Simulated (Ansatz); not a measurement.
FeNi (L1₀ or tetragonal B2, space group No. 123), r²SCAN in the plane-wave PAW code Ansatz, all energies at zero smearing, with the estimated change up to a 700 eV cutoff added, with one set of potentials and settings (totals compare only within such a set). Cell of 2 atoms (1 Fe, 1 Ni): -10331.395 eV.

```tsv
element	reference phase	E (eV/atom)
Fe	Im-3m, 1 atoms in the cell, spin-polarised	-4485.8927
Ni	Fm-3m, 1 atoms in the cell, spin-polarised	-5845.2921
```

Formation energy per atom, worked out: (-10331.395 − 1×(-4485.8927) − 1×(-5845.2921))/2 = -0.105 eV/atom (-10 kJ per mol of atoms), at 0 K, without zero-point energy or fitted corrections.

Space group P4/mmm (L1₀ or tetragonal B2). The first step of the workflow began from a Materials Project structure, measured or hypothetical; the Crystallography Open Database files this formula in space group No. 123, but the cells were not matched. Its standing as an ambient phase is unchecked. The r²SCAN relaxation kept the symmetry of its start; whether a distortion lowers the energy is not shown. Spin order of the final state: ferromagnetic, chosen from 5 collinear starts compared on coarse meshes (ties went to the first, and starts can fall back to one state), not a proven ground state. Other orbital occupations within this spin state were not tried. The references are the lowest solids computed at this level, not always the standard phases.

Potentials: the earlier of the program's two PAW sets.
